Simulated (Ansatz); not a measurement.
AlOs:
```
CELL_PARAMETERS angstrom
      2.99700     0.00000     0.00000
      0.00000     2.99700     0.00000
      0.00000     0.00000     2.99700
ATOMIC_POSITIONS crystal
  Al 0.00000 0.00000 0.00000
  Os 0.50000 0.50000 0.50000
```

Relaxed with r²SCAN. Special points in fractions of this cell's reciprocal vectors: Γ (0.000, 0.000, 0.000); X (0.000, 0.500, 0.000); M (0.500, 0.500, 0.000); R (0.500, 0.500, 0.500).

Q: List the band energies nearest the Fermi level at these points for the program Ansatz at the r²SCAN with spin–orbit coupling level (PAW).

A: In eV from the Fermi level; about four levels below and three above (degenerate sets whole), none deeper than 8.9 eV; points with the same levels are listed once.

| k | below | above |
|---|---|---|
| Γ | -4.42 -4.42 -4.42 -4.42 | 0.14 0.14 0.14 0.14 |
| X | -2.22 -2.22 -1.81 -1.81 | 0.77 0.77 2.85 2.85 |
| M | -1.63 -1.63 -1.29 -1.29 | 2.37 2.37 4.78 4.78 |
| R | -5.74 -5.74 -5.74 -5.74 -5.44 -5.44 | 2.24 2.24 2.49 2.49 2.49 2.49 |

Space group Pm-3m (CsCl type). The first step of the workflow began from a Materials Project structure, measured or hypothetical; the Crystallography Open Database copy checked does not list it. With Al and Os taken as one species the cell has the higher symmetry Im-3m, so it may be an ordered model of a mixed-site phase. Whether it is the stable phase at ambient conditions was not checked. The r²SCAN relaxation kept the symmetry of its start; of distortions, only those at the zone centre were tested. No spin polarisation was allowed.

Potentials: the later of the program's two PAW sets.
